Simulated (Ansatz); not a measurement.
NbN (rock salt)

```
CELL_PARAMETERS angstrom
      0.00000     2.21063     2.21063
      2.21063     0.00000     2.21063
      2.21063     2.21063     0.00000
ATOMIC_POSITIONS crystal
  N  0.00000 0.00000 0.00000
  Nb 0.50000 0.50000 0.50000
```

This relaxed cell (volume V₀) is scaled evenly in all directions, its shape held. Symmetry pins the atoms to their sites.

These are PBE (plane waves to 420 eV, PAW, scalar-relativistic; Ansatz, a program for electronic structure) values and carry that method's errors. k mesh 18×18×18 (Γ-centred), Fermi-Dirac smearing 0.05 eV. Energies are smeared free energies. Compression counts positive. NbN is run without spin polarisation. NbN was relaxed with its symmetry unable to fall. This is a high-temperature form of NbN. The zero of ΔE is the relaxed starting cell. The last digit holds for this mesh only.

```tsv
V (Å³/atom)	ΔE (meV/atom)
9.075	362.0
9.363	withheld
9.651	144.2
9.939	77.0
10.227	32.5
10.515	7.7
10.803	0.0
11.091	7.0
11.379	26.7
11.667	57.6
11.955	97.9
12.243	146.5
12.532	202.1
```

Question: Fit a third-order Birch-Murnaghan form (E₀, V₀, B₀, B₀′ free) to the given rows and predict ΔE at V = 9.363.

Answer: Least squares on the 12 given rows: ΔE = E₀ + (9V₀B₀/16)·y²·[2 + (B₀′ − 4)y], y = (V₀/V)^(2/3) − 1, with V₀ = 10.803 Å³/atom, B₀ = 306.3 GPa (160.2 GPa = 1 eV/Å³; the term in eV is multiplied by 1000), B₀′ = 4.41, E₀ = 0.07 meV/atom; root-mean-square residual 0.15 meV/atom. At 9.363 the fit gives 237.5 meV/atom; the calculation gives 237.8 meV/atom, so the interpolation is off by -0.3 (-0.1 %). For the pressure the fit gives 60.2 GPa against the computed 60.1 GPa.

(A scan under strain: stresses follow from slopes of the energy per volume, elastic moduli from its curvatures.)
